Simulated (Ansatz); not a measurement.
## Elastic constants of ReB2: input and output

Computed with DFT LDA, scalar-relativistic, plane waves, PAW (Ansatz).

Launched with:
```bash
ansatz run input.yaml --threads 2 --pin off --max-ram 6144MiB --backend cpu --events-out ev --progress --plain --runs-dir out
```

Input (bare energies are in eV):
```yaml
crystal:
  lattice:
    - [2.8733740157, 0.0, 0.0]
    - [-1.4366870079, 2.4884148922, 0.0]
    - [0.0, 0.0, 7.4169423424]
  atoms:
    - { symbol: Re, position: [0.3333333333, 0.6666666667, 0.25] }
    - { symbol: Re, position: [0.6666666667, 0.3333333333, 0.75] }
    - { symbol: B, position: [0.3333333333, 0.6666666667, 0.5479218051] }
    - { symbol: B, position: [0.6666666667, 0.3333333333, 0.0479218051] }
    - { symbol: B, position: [0.3333333333, 0.6666666667, 0.9520781949] }
    - { symbol: B, position: [0.6666666667, 0.3333333333, 0.4520781949] }
basis:
  ecutwfc: 420
kpoints:
  mp_grid: { grid: [12, 12, 6] }
hamiltonian:
  xc: lda
scf:
  occupations: { method: fermi_dirac, width: 0.15 }
output:
  forces: true
  stress: true
  eigenvalues: true
elastic:
  mode: relaxed_ion
  amplitude: 0.005
  stencil: two_point
```

From the output:
```
--- Elastic constants: 3 strain directions × 2 members + reference (group order 24) ---
  dense FFT box of the reference and of every strained cell: 20×20×50
  strains applied: 11, 33, 23; error gains: componentwise 1.00 (the most a stress slope's error grows in a printed constant), spectral 1.41 (1 for all six strains in a standard setting)
  C = ∂σ_k/∂η_j (tension-positive GPa; Voigt order 11 22 33 23 13 12):
       684.772    170.014    140.091      0.000      0.000      0.000
       170.014    684.772    140.091      0.000      0.000     -0.000
       140.092    140.092   1089.596      0.000      0.000     -0.000
         0.000      0.000      0.000    286.177      0.000      0.000
         0.000      0.000      0.000      0.000    286.177      0.000
        -0.000     -0.000     -0.000      0.000      0.000    257.379
  reference stress σ⁰ (GPa):     -0.000     -0.000      0.000     -0.000     -0.000      0.000
  C* (energy form; C + prestress term) asymmetry max|C*_kj − C*_jk| = 1.266e-3 GPa — a small one proves nothing (zero by symmetry where the batch's group is 432, −43m or m−3m); a large one is finite-difference/SCF noise where every solve ...
  moduli (Voigt/Reuss/Hill, GPa): K = 373.28/360.65/366.97   G = 299.88/289.52/294.70   E = 697.41   ν = 0.183
  mechanically stable: yes (min eigenvalue of sym C = 257.38 GPa)
  strain η (Voigt 11):  stress-route row diagonal C_11 = 684.77 GPa, energy-path curvature d²(F+E_count+ΔE)/dδ²/Ω₀ = 684.78 GPa
         δ    σ_11 (GPa) F (eV) n_scf n_hpsi n_pw
    -5.000e-3      -3.4787      -21817.2039560       6   56654   1052   relax 6 steps, max|allowed force component| 2.93e-5 eV/Å
     5.000e-3       3.3690      -21817.2040501       6   56738   1058   relax 3 steps, max|allowed force component| 8.56e-6 eV/Å
  strain η (Voigt 33):  stress-route row diagonal C_33 = 1089.60 GPa, energy-path curvature d²(F+E_count+ΔE)/dδ²/Ω₀ = 1089.48 GPa
         δ    σ_33 (GPa) F (eV) n_scf n_hpsi n_pw
    -5.000e-3      -5.5432      -21817.2022926       6   25064   1052   relax 3 steps, max|allowed force component| 3.39e-7 eV/Å
     5.000e-3       5.3527      -21817.2024178       6   25038   1056   relax 3 steps, max|allowed force component| 6.08e-8 eV/Å
  strain η (Voigt 23):  stress-route row diagonal C_44 = 286.18 GPa, energy-path curvature d²(F+E_count+ΔE)/dδ²/Ω₀ = 286.20 GPa
         δ    σ_23 (GPa) F (eV) n_scf n_hpsi n_pw
    -5.000e-3      -1.4309      -21817.2056650       6   79724   1052   relax 4 steps, max|allowed force component| 3.56e-6 eV/Å
     5.000e-3       1.4309      -21817.2056650       6   79810   1052   relax 3 steps, max|allowed force component| 8.37e-6 eV/Å
```

Time: 2.7 min on 2 threads of Arm Neoverse V2 (shared host), peak memory 0.55 GiB.

In a metal, frequencies and elastic constants depend on the k mesh and the smearing, soft modes and shear constants most. Spin–orbit coupling is left out, which can shift energies with elements as heavy as these.